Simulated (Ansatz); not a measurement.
## Computed properties of MoSe

MoSe:
```cif
data_MoSe
_chemical_formula_sum 'Mo1 Se1'
_space_group_name_H-M_alt 'P 1'
_space_group_IT_number 1
_cell_length_a 3.10694
_cell_length_b 3.10694
_cell_length_c 3.10694
_cell_angle_alpha 90.000
_cell_angle_beta 90.000
_cell_angle_gamma 90.000
loop_
_space_group_symop_operation_xyz
  'x, y, z'
loop_
_atom_site_label
_atom_site_type_symbol
_atom_site_fract_x
_atom_site_fract_y
_atom_site_fract_z
_atom_site_occupancy
Mo1 Mo 0.00000 0.00000 0.00000 1
Se1 Se 0.50000 0.50000 0.50000 1
```

Space group Pm-3m (No. 221), CsCl type; conventional cell a = b = c = 3.1069 Å, α = β = γ = 90.00°.

Method: DFT-PBEsol in the program Ansatz with PAW potentials. Structure relaxed to zero pressure with the same functional. Other levels are named where they apply.

Cell and energy:

- Volume per atom = 15.00 Å³
- Density = 9.68 g/cm³
- Formation energy from the elements (no fitted shifts) = -0.024 eV/atom

Electronic structure:

Electronic character: metallic (no gap)
Density of states at the Fermi level: 0.72 states/eV per atom (mean over ±0.08 eV)
Gap with spin–orbit coupling: none (metallic)

Mechanics:

- Bulk modulus (Birch–Murnaghan fit): 205 GPa
- Pressure derivative B′: 4.8
- Elastic constants (relaxed ions, GPa): C11 = 402, C12 = 105, C44 = 121
- Mechanical stability: stable (all eigenvalues of C positive)
- Hill bulk and shear moduli: 204 and 131 GPa
- Young's modulus: 324 GPa
- Poisson's ratio: 0.24
- Debye temperature from the elastic constants: 492 K

Phonons:

* **Highest zone-centre frequency**: 152 cm⁻¹
* **Zone-centre stability**: no imaginary mode at Γ

The cell is a constructed one: a structure type filled with these elements; neither database checked (COD, Materials Project) lists it. Whether it is the stable phase at ambient conditions was not checked. Symmetry was held in the PBEsol relaxation. The run is not spin-polarised. As this level gives no gap, shear constants depend on the k-mesh and smearing (Fermi–Dirac, 0.1 eV here). As this level gives no gap, phonon frequencies hold no LO–TO term and depend on the k-mesh and smearing (Fermi–Dirac, 0.1 eV here). The references are the lowest solids computed at this level, not always the standard phases. Spin–orbit coupling is left out wherever it is not named.

Potentials: the earlier of the program's two PAW sets. The files were generated under PBE; for other functionals the program regenerates the frozen cores, and for LDA and PBEsol the local potential too.
